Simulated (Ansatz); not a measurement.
**Data sheet: AlGaAs$_{2}$ (DFT)**

AlGaAs$_{2}$:
```
CELL_PARAMETERS angstrom
      4.05921     0.00000     0.00000
      0.00000     4.05921     0.00000
      0.00000     0.00000    11.45838
ATOMIC_POSITIONS crystal
  Ga 0.50000 0.00000 0.87474
  As 0.00000 0.00000 0.00000
  Ga 0.00000 0.50000 0.12526
  As 0.50000 0.50000 0.25105
  Al 0.50000 0.00000 0.37529
  As 0.00000 0.00000 0.50000
  Al 0.00000 0.50000 0.62471
  As 0.50000 0.50000 0.74895
```

Space group P-4m2 (No. 115); conventional cell a = b = 4.059 Å, c = 11.458 Å, α = β = γ = 90.00°.

Method: PBE (plane waves, PAW; program Ansatz). The cell and atoms are relaxed at this level. Other levels are named where they apply.

**Cell and energy**

```
Item                                                          Result
-----------------------------------------------------  -------------
Volume per atom                                             23.60 Å³
Density                                                   4.34 g/cm³
Formation energy from the elements (no fitted shifts)  -0.42 eV/atom
```

**Electronic structure**

```
Property                                                                    Result
------------------------------------------------  --------------------------------
Band gap                                                          0.90 eV (direct)
Valence-band maximum                                                          at Γ
Conduction-band minimum                                                       at Γ
Electron effective mass                                       0.060 mₑ (isotropic)
Electron effective mass with spin–orbit coupling              0.058 mₑ (isotropic)
Hole effective mass, band 1 of 2 at the edge        3.3 along x, 0.44 along z (mₑ)
Hole effective mass, band 2 of 2 at the edge      0.053 along x, 0.44 along z (mₑ)
Hole effective mass with spin–orbit coupling                     0.41 along z (mₑ)
Gap with spin–orbit coupling                                               0.79 eV
```

**Mechanics**

```
Property                              Result
----------------------------------  --------
Bulk modulus (Birch–Murnaghan fit)  64.0 GPa
Pressure derivative B′                   4.5
```

The start of the workflow was typed in or built on a structure type; neither database checked (COD, Materials Project) lists it. Whether it is the stable phase at ambient conditions was not checked. The PBE relaxation kept the symmetry of its start; whether a distortion lowers the energy is not shown. The references are the lowest solids computed at this level, not always the standard phases. Spin–orbit coupling is left out wherever it is not named.

Potentials: the earlier of the program's two PAW sets.
